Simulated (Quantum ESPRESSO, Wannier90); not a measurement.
# Mg₂Sn (Fm-3m): Wannier90 run

Materials Project entry mp-2343; symmetrised, unrelaxed at this level. COD (Crystallography Open Database) has the formula in 2 space groups, this one among them (matched by group alone). Computed values, not measurements, from PBEsol: Quantum ESPRESSO (norm-conserving PseudoDojo potentials, cutoff 68 Ry, no spin polarisation, no spin-orbit coupling) on a Γ-centred 8×8×8 mesh, then Wannier90. Density: 12×12×12 mesh, Gaussian smearing 0.01 Ry. Spin-orbit coupling is left out although heavy elements are present.

On the energy scale of pw.x, whose zero is arbitrary, the Fermi level lies at 7.00 eV.

Input w.win:

```
num_bands = 5
num_wann = 5
exclude_bands = 1-8,14-34
num_iter = 800
conv_tol = 1.0e-6
conv_window = 4
write_hr = true
write_u_matrices = true
auto_projections = true
begin unit_cell_cart
ang
    0.0000000000    3.3801550000    3.3801550000
    3.3801550000    0.0000000000    3.3801550000
    3.3801550000    3.3801550000    0.0000000000
end unit_cell_cart
begin atoms_frac
Mg   0.2500000000  0.2500000000  0.2500000000
Mg  -0.2500000000 -0.2500000000 -0.2500000000
Sn   0.0000000000  0.0000000000  0.0000000000
end atoms_frac
mp_grid = 8 8 8
begin kpoints
0.0000000000 0.0000000000 0.0000000000
0.0000000000 0.0000000000 0.1250000000
0.0000000000 0.0000000000 0.2500000000
... (509 more lines: the 8x8x8 mesh through Gamma)
end kpoints
```

Input of pw2wannier90.x that gives the overlap and projection files (equivalent; here they were cut from one run over all bands):

```
&inputpp
  outdir = './out'
  prefix = 'pwscf'
  seedname = 'w'
  write_amn = .true.
  write_mmn = .true.
  atom_proj = .true.
  atom_proj_exclude = 1 2 3 4 5 6 7 8 9 10 16 17 18 19
/
```

Output w.wout (banner and timings cut):

```
                                    ------
                                    SYSTEM
                                    ------

                              Lattice Vectors (Ang)
                    a_1     0.000000   3.380155   3.380155
                    a_2     3.380155   0.000000   3.380155
                    a_3     3.380155   3.380155   0.000000

                   Unit Cell Volume:      77.23957  (Ang^3)

                        Reciprocal-Space Vectors (Ang^-1)
                    b_1    -0.929423   0.929423   0.929423
                    b_2     0.929423  -0.929423   0.929423
                    b_3     0.929423   0.929423  -0.929423

 *----------------------------------------------------------------------------*
 |   Site       Fractional Coordinate          Cartesian Coordinate (Ang)     |
 +----------------------------------------------------------------------------+
 | mg   1   0.25000   0.25000   0.25000   |    1.69008   1.69008   1.69008    |
 | mg   2  -0.25000  -0.25000  -0.25000   |   -1.69008  -1.69008  -1.69008    |
 | sn   1   0.00000   0.00000   0.00000   |    0.00000   0.00000   0.00000    |
 *----------------------------------------------------------------------------*
                                ------------
                                K-POINT GRID
                                ------------

             Grid size =  8 x  8 x  8      Total points =  512

 *---------------------------------- MAIN ------------------------------------*
 |  Number of Wannier Functions               :                 5             |
 |  Number of Objective Wannier Functions     :                 5             |
 |  Number of input Bloch states              :                 5             |
 |  Output verbosity (1=low, 5=high)          :                 1             |
 |  Timing Level (1=low, 5=high)              :                 1             |
 |  Optimisation (0=memory, 3=speed)          :                 3             |
 |  Length Unit                               :               Ang             |
 |  Post-processing setup (write *.nnkp)      :                 F             |
 |  Using Gamma-only branch of algorithms     :                 F             |
 *----------------------------------------------------------------------------*
 *------------------------------- WANNIERISE ---------------------------------*
 |  Total number of iterations                :               800             |
 |  Number of CG steps before reset           :                 5             |
 |  Trial step length for line search         :             2.000             |
 |  Convergence tolerence                     :         0.100E-05             |
 |  Convergence window                        :                 4             |
 |  Iterations between writing output         :                 1             |
 |  Iterations between backing up to disk     :               100             |
 |  Write r^2_nm to file                      :                 F             |
 |  Write xyz WF centres to file              :                 F             |
 |  Write on-site energies <0n|H|0n> to file  :                 F             |
 |  Use guiding centre to control phases      :                 F             |
 |  Use phases for initial projections        :                 F             |
 *----------------------------------------------------------------------------*
 *-------------------------------- PLOTTING ----------------------------------*
 |  Plotting Hamiltonian in WF basis          :                 T             |
 *----------------------------------------------------------------------------*

       ... (k-mesh section left out)

 Starting a new Wannier90 calculation ...

 Reading overlaps from w.mmn

 Reading projections from w.amn

 *------------------------------- WANNIERISE ---------------------------------*
 +--------------------------------------------------------------------+<-- CONV
 | Iter  Delta Spread     RMS Gradient      Spread (Ang^2)            |<-- CONV
 +--------------------------------------------------------------------+<-- CONV

 ------------------------------------------------------------------------------
 Initial State
  WF centre and spread    1  (  0.000000,  0.000000, -0.000000 )     0.42708923
  WF centre and spread    2  (  0.000000,  0.000000, -0.000000 )     0.43062351
  WF centre and spread    3  ( -0.000000, -0.000000,  0.000000 )     0.43062351
  WF centre and spread    4  ( -0.000000, -0.000000,  0.000000 )     0.42708923
  WF centre and spread    5  (  0.000000,  0.000000,  0.000000 )     0.43062351
  Sum of centres and spreads (  0.000000, -0.000000,  0.000000 )     2.14604900

      0     0.215E+01     0.0000000000        2.1460489956  <-- CONV
        O_D=      0.0000000 O_OD=      0.0007162 O_TOT=      2.1460490 <-- SPRD
 ------------------------------------------------------------------------------
      1    -0.443E-09     0.0000105178        2.1460489952  <-- CONV
        O_D=      0.0000000 O_OD=      0.0007162 O_TOT=      2.1460490 <-- SPRD
      2    -0.380E-12     0.0000059962        2.1460489952  <-- CONV
        O_D=      0.0000000 O_OD=      0.0007162 O_TOT=      2.1460490 <-- SPRD
      3    -0.621E-12     0.0000059908        2.1460489952  <-- CONV
        O_D=      0.0000000 O_OD=      0.0007162 O_TOT=      2.1460490 <-- SPRD
      4    -0.190E-09     0.0000059818        2.1460489950  <-- CONV
        O_D=      0.0000000 O_OD=      0.0007162 O_TOT=      2.1460490 <-- SPRD
             <<<     Delta < 1.000E-06  over  4 iterations     >>>
             <<< Wannierisation convergence criteria satisfied >>>
 Final State
  WF centre and spread    1  (  0.000000,  0.000000, -0.000000 )     0.42708923
  WF centre and spread    2  (  0.000000,  0.000000, -0.000000 )     0.43062351
  WF centre and spread    3  ( -0.000000, -0.000000,  0.000000 )     0.43062351
  WF centre and spread    4  ( -0.000000, -0.000000,  0.000000 )     0.42708923
  WF centre and spread    5  (  0.000000,  0.000000,  0.000000 )     0.43062351
  Sum of centres and spreads (  0.000000, -0.000000,  0.000000 )     2.14604900

         Spreads (Ang^2)       Omega I      =     2.145332771
        ================       Omega D      =     0.000000000
                               Omega OD     =     0.000716224
    Final Spread (Ang^2)       Omega Total  =     2.146048995
```
